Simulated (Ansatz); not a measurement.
CdS₂:
Space group Pa-3 (No. 205); a = b = c = 6.280 Å, α = β = γ = 90.00°

| atom | site | symmetry | x | y | z |
|---|---|---|---|---|---|
| Cd | 4a | .-3. | 0.0000 | 0.0000 | 0.0000 |
| S | 8c | .3. | 0.4043 | 0.4043 | 0.4043 |

Relaxed with PBEsol. Plane-wave PAW PBEsol (Ansatz code) gives a gap of 1.08 eV.

Question: What gap does HSE06 give on the same cell (Ansatz, PAW)?

Answer: 2.23 eV, 1.14 eV more. The hybrid was solved on a coarser mesh and at special points; the gap given is the minimum over both.

| k | v1 PBEsol | c1 PBEsol | v1 HSE06 | c1 HSE06 |
|---|---|---|---|---|
| Γ | 0.00 | 1.72 | ? | ? |
| R | -2.13 | 2.29 | ? | ? |
| M | -1.54 | 1.59 | ? | ? |
| X | -0.24 | 1.56 | -0.23 | 2.72 |

Question: Top valence (v1) and lowest conduction level (c1) in eV from each method's valence maximum (which need not be a listed point): supply the withheld HSE06 values.

Answer: 
- Γ, v1 HSE06: 0.00
- Γ, c1 HSE06: 2.95
- M, v1 HSE06: -1.58
- M, c1 HSE06: 2.76
- R, v1 HSE06: -2.22
- R, c1 HSE06: 3.53

Cost on shared cores: the PBEsol run (SCF on a 5×5×5 mesh, then bands and DOS) about 3 core-minutes (a rough figure), the HSE06 run (SCF on 3×3×3, then a few points) very roughly 7 core-minutes; the tasks are unlike.

The first step of the workflow began from a Materials Project structure, measured or hypothetical; the Crystallography Open Database copy checked does not list it. Whether it is the stable phase at ambient conditions was not checked. Symmetry was held in the PBEsol relaxation; whether a distortion lowers the energy is not shown. Scalar-relativistic: spin–orbit coupling is off unless named, which matters more the heavier the elements.

Potentials: the later of the program's two PAW sets.
